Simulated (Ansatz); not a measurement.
NiO: reading a single point

```yaml
crystal:
  lattice:
    - [0.00000, 2.11359, 2.11359]
    - [2.11359, 0.00000, 2.11359]
    - [2.11359, 2.11359, 0.00000]
  atoms:
    - { symbol: Ni, position: [0.00000, 0.00000, 0.00000] }
    - { symbol: O, position: [0.50000, 0.50000, 0.50000] }
```

Single point in Ansatz 0.2.0 with PBE0, collinear spin. Cutoff 420 eV, PAW datasets, 7×7×7 Γ-centred k mesh, gaussian filling (width 0.1922 eV).

Magnetic state (reached from a saved solution, and it need not be the lowest): Ni1 up.

**Question.** What is the character of the valence top and the conduction bottom?

**Answer.** Within 0.7 eV of the edges, the states project mainly on O p (70 %) and Ni d (28 %) below the gap and on Ni d (91 %) above it.

**Question.** Is the cell too large or too small?

**Answer.** The pressure is -4.9 GPa (compression positive), so with the atoms held at these fractions the cell would first shrink.

**Question.** Describe some of the short contacts.

**Answer.** Ni–O at 2.11 Å: least valence density 0.41 e/Å³ and ELF 0.10 there. Both are smooth PAW fields, read partly inside the augmentation spheres.

**Question.** Metal or insulator? Give the gap.

**Answer.** The gap on the k mesh is 3.99 eV; the mesh may miss the band edges, so the true gap of this level can be smaller.

Origin: a database entry at a rescaled volume. Caveats: an odd or shifted mesh can miss the band edges, so this level's true gap may be smaller; wide smearing; gaps of Fe, Co and Ni magnets come out low on these datasets; the exchange threshold is loose for a stress; the SCF threshold is loose for a stress.
